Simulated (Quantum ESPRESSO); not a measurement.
## Na4ClF3 (changed cell): field gradients at the nuclei

```xyz
8
Lattice="5.0270 0.0000 0.0000 0.0000 5.0270 0.0000 0.0000 0.0000 5.0270" Properties=species:S:1:pos:R:3 pbc="T T T"
Na     0.0000     0.0000     0.0000
Cl     2.5135     0.0000     0.0000
Na     0.0000     2.5135     2.5135
F      2.5135     2.5135     2.5135
Na     2.5135     0.0000     2.5135
F      0.0000     0.0000     2.5135
Na     2.5135     2.5135     0.0000
F      0.0000     2.5135     0.0000
```
The cell was made here from a computed Materials Project entry: one of 4 F replaced by Cl, cell and atoms relaxed (PBE without dispersion, pw.x of a modified build of Quantum ESPRESSO, symmetry kept). The parent is NaF in Fm-3m. The swapped cell is a model, not a known phase. Stability against distortions was not tested.

Computed: field gradients by a PBE PAW density (pw.x of Quantum ESPRESSO, JTH datasets) with the all-electron reconstruction of Petrilli and co-workers, 30 Ha, k-mesh 5×5×5 through Γ.

| site | site symmetry | Vzz (a.u.) | η_Q | ∣C_Q∣ (MHz) |
|---|---|---|---|---|
| Na1 (atoms 1, 5, 7) | 4/mmm | -0.090 | 0.00 | 2.19 (²³Na) |
| Cl (atom 2) | m-3m | 0 | – | 0 (³⁵Cl) |
| Na2 (atom 3) | m-3m | 0 | – | 0 (²³Na) |
| F (atoms 4, 6, 8) | 4/mmm | 0.025 | 0.00 | – |

Quadrupole moments taken as inputs (sizes, barn, from the tables of PySCF and pymatgen): ²³Na 0.104, ³⁵Cl 0.0817.

Convention: |Vzz| is the largest principal value, η_Q = (Vxx − Vyy)/Vzz, |C_Q| = |eQVzz/h|. Cores are frozen. Against all-electron runs on small test molecules, this scheme's |Vzz| missed by −6 to +4 % (−29 % in KF) on F. Na had no test against all-electron runs.
